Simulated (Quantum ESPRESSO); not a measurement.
BSi2PC4, a curve over one atom's position

Computed values, not a measurement. The program is pw.x of Quantum ESPRESSO 7.5 (plane-wave density functional theory). The cell is made up: 8 atoms on a zincblende/diamond lattice, with randomly drawn elements, strain and displacements, not relaxed. PseudoDojo standard norm-conserving files (v0.5 for PBE, v0.4.1 for LDA and PBEsol) set the functional; there is no spin polarisation, spin-orbit coupling or dispersion term, and the masses in the input are unused placeholders.

Seven runs move atom 2 (Si, counted in the order of the input) along y and keep all else fixed.

Input of the run at +0.0157:

```
&control calculation='scf', pseudo_dir='./dojo.nc.sr.pbe.v0_5.standard.upf', outdir='./o', disk_io='low', tprnfor=.true., tstress=.true. /
&system ibrav=0, nat=8, ntyp=4, nbnd=22, ecutwfc=82.02448710, nosym=.true., tot_charge=0,
 occupations='smearing', smearing='fd', degauss=0.0018374661
/
&electrons conv_thr=7.350e-09, electron_maxstep=60, /
ATOMIC_SPECIES
B 1.0 B.upf
C 1.0 C.upf
P 1.0 P.upf
Si 1.0 Si.upf
CELL_PARAMETERS angstrom
4.3121 -0.0307 0.0038
-0.0307 4.4049 -0.0712
0.0038 -0.0712 4.3279
ATOMIC_POSITIONS angstrom
B -0.0118 -0.1155 -0.0111
Si -0.0255 2.0881 2.2171
Si 2.1204 0.0453 2.0773
P 2.1513 2.2026 -0.0969
C 1.2408 0.9676 0.9706
C 1.1238 3.2434 3.1088
C 3.2028 1.1069 3.2278
C 3.0824 3.0091 0.9939
K_POINTS automatic
4 4 4 1 1 1
```

```
shift of atom 2 along y (Å)  free energy less that of the input shown (eV)  Fx on atom 2 (eV/Å)  Fy on atom 2 (eV/Å)  Fz on atom 2 (eV/Å)  pressure (GPa)  iterations
                    -0.0945                                         0.2542                2.479                3.558               -4.146           -7.70          13
                    -0.0174                                         0.0469                1.659                1.804               -3.689           -8.19          13
                    +0.0157                                         0.0000                1.311                1.030               -3.527           -8.30          13
                    +0.0301                                        -0.0124                1.160                0.691               -3.462           -8.32          13
                    +0.0547                                        -0.0223                0.903                0.110               -3.362           -8.34          13
                    +0.0857                                        -0.0143                0.577               -0.622               -3.254           -8.31          13
                    +0.0967                                        -0.0060                0.461               -0.882               -3.220           -8.29          13
```

A cubic fit gives dFy/dy = -23.39 eV/Å² at zero shift. Across the table the free energy follows the integral of the force to within 0.1 meV. A rerun of one of the cells at 1347 eV and a 6 x 6 x 6 mesh moved values by no more than 0.005 eV in energy, 0.08 GPa in stress and 0.003 eV/Å in force.